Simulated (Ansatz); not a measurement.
Pt:
```
CELL_PARAMETERS angstrom
     -1.56041     1.56041     1.56041
      1.56041    -1.56041     1.56041
      1.56041     1.56041    -1.56041
ATOMIC_POSITIONS crystal
  Pt 0.00000 0.00000 0.00000
```

Relaxed with PBEsol. Special points in fractions of this cell's reciprocal vectors: Γ (0.000, 0.000, 0.000); H (0.500, -0.500, 0.500); N (0.000, 0.000, 0.500); P (0.250, 0.250, 0.250).

Question: List the band energies nearest the Fermi level at these points for the program Ansatz at the PBEsol level (PAW).

Answer: In eV from the Fermi level; about four levels below and three above (degenerate sets whole), none deeper than 8.9 eV; … stands for higher levels left out; points with the same levels are listed once.

```
k                          below           above
-  -----------------------------  --------------
Γ  -3.76 -3.76 -3.76 -1.09 -1.09               …
H                    -6.53 -6.53  0.53 0.53 0.53
N        -7.03 -5.28 -1.28 -0.73     0.03 1.10 …
P  -4.62 -4.62 -4.62 -0.66 -0.66          4.85 …
```

Space group Im-3m (bcc (W type)). The workflow started from a Materials Project entry (that database holds measured and hypothetical structures alike); the Crystallography Open Database copy checked does not list it. It is not the phase usual at ambient conditions (space group No. 225). The cell was relaxed with PBEsol under the symmetry of its start. At this level the phase is mechanically unstable. No spin polarisation was allowed. Scalar-relativistic: spin–orbit coupling is off unless named, which matters more the heavier the elements.

Potentials: the later of the program's two PAW sets.
